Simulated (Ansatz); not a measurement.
The start is a relaxed Cs2P3 cell shaken by Gaussian noise of σ = 0.08 Å a coordinate. Cell shape, volume and atoms are optimised at zero target pressure with r2SCAN (plane waves to 500 eV, PAW, scalar-relativistic; Ansatz, an electronic-structure program). The first steps use a coarse 3×3×6 k-mesh.

Initial structure:
```
CELL_PARAMETERS angstrom
     10.14764     0.00000     0.00000
      0.00000    10.14764     0.00000
      0.00000     0.00000     3.70592
ATOMIC_POSITIONS crystal
  P  0.49673 0.49502 0.01744
  P  0.98640 0.99719 0.02348
  P  0.57109 0.07992 0.50374
  P  0.06456 0.41769 0.52007
  P  0.92237 0.56482 0.46942
  P  0.41675 0.92917 0.51448
  Cs 0.79151 0.28687 0.96277
  Cs 0.27416 0.20886 0.00404
  Cs 0.71225 0.78132 0.97410
  Cs 0.20641 0.71104 0.98001
```

Question: What is the largest force in the starting geometry, and on which atom (counted from 1)?

Answer: 4.02 eV/Å, on P3, P6 (atoms numbered as listed).

Question: How much energy is released per atom?

Answer: 0.77 eV/atom.

Question: How does the volume per atom move from start to end?

Answer: +1.1 %, from 38.16 to 38.58 Å³/atom.

Question: Is the parent structure recovered?

Answer: It does not go back: it reaches C2/m (No. 12), 0.68 eV/atom below the parent.

Question: How do the shortest distances between atoms change?

Answer: The closest pairs of elements (up to four, under 3.6 Å), start → end: P–P 2.08 → 2.05 Å; Cs–P 3.48 → 3.53 Å.

Question: What band gap does the relaxed structure have at this level?

Answer: 0.27 eV, direct at L2 (no spin-orbit coupling).

Question: Give the final cell and atomic positions.

Answer: 
Space group C2/m (No. 12); a = 15.637 Å, b = 5.296 Å, c = 9.359 Å, α = γ = 90.00°, β = 95.44°

```
atom  site  symmetry       x       y       z
----  ----  --------  ------  ------  ------
P       4i         m  0.4676  0.0000  0.3909
P       4i         m  0.1756  0.5000  0.2204
P       4i         m  0.0439  0.5000  0.2115
Cs      4i         m  0.3771  0.5000  0.0679
Cs      4i         m  0.1466  0.0000  0.4613
```
(The calculation used a cell of 10 atoms; values per cell refer to that cell.)

Final values are on a 7×7×4 k-mesh of the relaxed cell. No spin polarisation in the result.

The relaxed structure here is a generated cell of Cs2P3: the first start was made by placing the elements on the sites of a structure type, and the end was not matched to a known phase here, so it may be hypothetical.
